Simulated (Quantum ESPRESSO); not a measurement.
Quadrupole interaction in BaTiO3

```xyz
5
Lattice="3.9904 0.0000 0.0000 0.0000 3.9904 0.0000 0.0000 0.0000 4.1027" Properties=species:S:1:pos:R:3 pbc="T T T"
Ba     1.9952     1.9952     2.3900
Ti     0.0000     0.0000     0.4104
O      0.0000     1.9952     0.2635
O      1.9952     0.0000     0.2635
O      0.0000     0.0000     2.2522
```
The cell comes from the Materials Project (a computed structure). It is BaTiO3 in P4mm. Stability against distortions was not tested. Forces on the atoms reach 0.12 eV/Å at this level. The run has no spin polarisation.

Convention: |Vzz| is the largest principal value, η_Q = (Vxx − Vyy)/Vzz, |C_Q| = |eQVzz/h|. Cores are frozen. Against all-electron runs on small test molecules, this scheme's |Vzz| missed by −2 to +6 % on O. Ba, Ti had no test against all-electron runs. Spin–orbit coupling is left out, a limit on Ba.

Quadrupole moments taken as inputs (sizes, barn, from the tables of PySCF and pymatgen): ¹³⁷Ba 0.245, ⁴⁷Ti 0.302, ¹⁷O 0.0256.

What do the calculations give at each independent site (field gradients by PBE PAW (JTH datasets; density from pw.x of a modified build of Quantum ESPRESSO, gradients reconstructed from it by a script), 22.5 Ha, k-mesh 6×6×6 through Γ)?


| site | site symmetry | Vzz (a.u.) | η_Q | ∣C_Q∣ (MHz) |
|---|---|---|---|---|
| Ba (atom 1) | 4mm | -0.076 | 0.00 | 4.40 (¹³⁷Ba) |
| Ti (atom 2) | 4mm | 0.143 | 0.00 | 10.1 (⁴⁷Ti) |
| O1 (atoms 3, 4) | 2mm | 0.270 | 0.19 | 1.62 (¹⁷O) |
| O2 (atom 5) | 4mm | 0.173 | 0.00 | 1.04 (¹⁷O) |
